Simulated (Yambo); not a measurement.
Yambo input for CaHI (space group P4/nmm, No. 129) (a = 3.9797 Å, b = 3.9797 Å, c = 8.5909 Å, α = 90.00°, β = 90.00°, γ = 90.00°), on PBEsol (Quantum ESPRESSO, PseudoDojo norm-conserving, 72 Ry, with spin-orbit coupling) wavefunctions on a 4×4×2 mesh:

```
optics
chi
dipoles
kernel
FFTGvecs= 40 Ry
Chimod= "HARTREE"
NGsBlkXd= 3 Ry
% QpntsRXd
 1 | 1 |
%
% BndsRnXd
 1 | 214 |
%
GrFnTpXd= "R"
% EnRngeXd
 0.0 | 20.0 | eV
%
% DmRngeXd
 0.2 | 0.2 | eV
%
CGrdSpXd= 50
ETStpsXd= 161
% LongDrXd
 1.0 | 0.0 | 0.0 |
%
% XfnQP_E
 2.031 | 1.0 | 1.0 |
%
```

First lines of the file o-*.eps_q1_inv_rpa_dyson:

```
Absorption @ Q(1):   1.00000000     0.00000000     0.00000000    [q->0 direction]
#
# [ X ] Hartree size     :   85
# [GEN] GF Energies     : Perdew, Burke & Ernzerhof SOL(X)+Perdew, Burke & Ernzerhof SOL(C)+ user defined corrections @E
# [GEN] Green`s Function     : Retarded
#
# [GEN] Gauge     : Length
# [GEN] [r,Vnl] included     : yes
#
#    E[1] [eV]     Im(eps)     Re(eps)     Im(eps_o)     Re(eps_o)
#
     0.000000     -0.20902E-17     3.973511     -0.20406E-17     4.461832
     0.125000     0.002152     3.974181     0.002624     4.462649
     0.250000     0.004312     3.976195     0.005258     4.465104
     0.375000     0.006486     3.979558     0.007909     4.469205
     0.500000     0.008682     3.984283     0.010589     4.474967
     0.625000     0.010909     3.990385     0.013305     4.482409
     0.750000     0.013174     3.997886     0.016070     4.491558
     0.875000     0.015485     4.006812     0.018892     4.502446
     1.000000     0.017852     4.017195     0.021783     4.515113
     1.125000     0.020284     4.029071     0.024754     4.529605
     1.250000     0.022791     4.042485     0.027820     4.545975
     1.375000     0.025384     4.057486     0.030992     4.564287
     1.500000     0.028076     4.074131     0.034287     4.584610
     1.625000     0.030879     4.092485     0.037720     4.607026
     1.750000     0.033808     4.112621     0.041310     4.631625
     1.875000     0.036878     4.134622     0.045076     4.658511
     2.000000     0.040109     4.158581     0.049041     4.687799
     2.125000     0.043519     4.184603     0.053231     4.719619
     2.250000     0.047132     4.212805     0.057673     4.754119
     2.375000     0.050974     4.243321     0.062400     4.791465
     2.500000     0.055074     4.276300     0.067449     4.831842
     2.625000     0.059465     4.311911     0.072862     4.875461
     2.750000     0.064189     4.350345     0.078689     4.922562
     2.875000     0.069289     4.391820     0.084986     4.973415
     3.000000     0.074820     4.436583     0.091822     5.028329
     3.125000     0.080845     4.484917     0.099276     5.087658
     3.250000     0.087441     4.537147     0.107442     5.151807
     3.375000     0.094697     4.593645     0.116436     5.221245
     3.500000     0.102725     4.654849     0.126394     5.296514
     3.625000     0.111659     4.721264     0.137488     5.378252
     3.750000     0.121668     4.793488     0.149929     5.467204
     3.875000     0.132962     4.872228     0.163980     5.564258
     4.000000     0.145812     4.958333     0.179982     5.670477
```
(The file goes on to the top of the energy range.) Convergence of the RPA response with its 4×4×2 mesh was not tested. The scissor comes from a G0W0 run whose convergence isn't established.

Geometry relaxed with PBE+D3(BJ).
